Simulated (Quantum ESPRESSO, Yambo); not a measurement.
NaTaO$_{3}$ (space group P4/mbm, No. 127). The geometry is that of Materials Project entry mp-4675, symmetrised and not relaxed again. Chain: PBEsol (pw.x of Quantum ESPRESSO, ONCV potentials, scalar-relativistic); G0W0 in Yambo (2×2×4 Γ-centred k mesh, bands 5 to 189 and a 7 Ry block in the screening, 189 bands in G with the Bruneval-Gonze terminator, plasmon pole fitted at 27.2 eV); BSE (4×4×6 mesh, 18 valence and 8 conduction bands, static screening with 84 bands and a 3 Ry block, scissor 1.69 eV, Tamm-Dancoff).

```yaml
PBEsol gap (dense path): 2.33 eV
PBEsol gap Z → Γ on the GW mesh: 2.33 eV
PBEsol smallest direct gap on the GW mesh, at Z: 2.74 eV
G0W0 direct gap at that point: 4.43 eV
G0W0 correction to the gap Z → Γ: 1.61 eV
lowest_exciton: no binding energy given (see below)
```

Rough cost of the Yambo steps against G0W0 for 12 states: BSE about 3×.

Nearest settings tried, and what they do to the gap: 129 bands in W, 129 bands in G: +72 meV. Not varied: block, mesh. So the settings aren't converged at that level. The BSE states are vertical excitations (zero momentum); the indirect quasiparticle gap, about 3.93 eV, is smaller than the direct one (4.43 eV on the GW mesh). The lowest state covers only about 1 of the 96 k points, so the mesh doesn't resolve it: its energy and its distance from the direct gap are mesh artefacts. An extended exciton needs a far denser mesh. Axes are Cartesian, with cell vectors (Å) (5.48, 0.00, 0.00), (0.00, 5.48, 0.00), (0.00, 0.00, 3.96).

Spin-orbit coupling is left out, which matters for elements this heavy: edges can move by tenths of an eV.

This is not the ordinary phase of the substance.
